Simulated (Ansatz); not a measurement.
Problem. Name crystals whose computed values (DFT-PBE in the program Ansatz with PAW potentials) fall in these windows: electron conductivity mass (mₑ) 0.48 to 0.62; gap (eV) 3.2 to 4.2.

Solution. 

```tsv
crystal	electron conductivity mass (mₑ)	gap (eV)
CaO, rock salt	0.57	3.66
SrO, rock salt	0.52	3.33
```
Others may fit too.

All cells were relaxed under the symmetry of their starts (and spin orders); stability against distortions was not tested throughout. Spin–orbit coupling is left out wherever it is not named.

Potentials: the earlier of the program's two PAW sets.
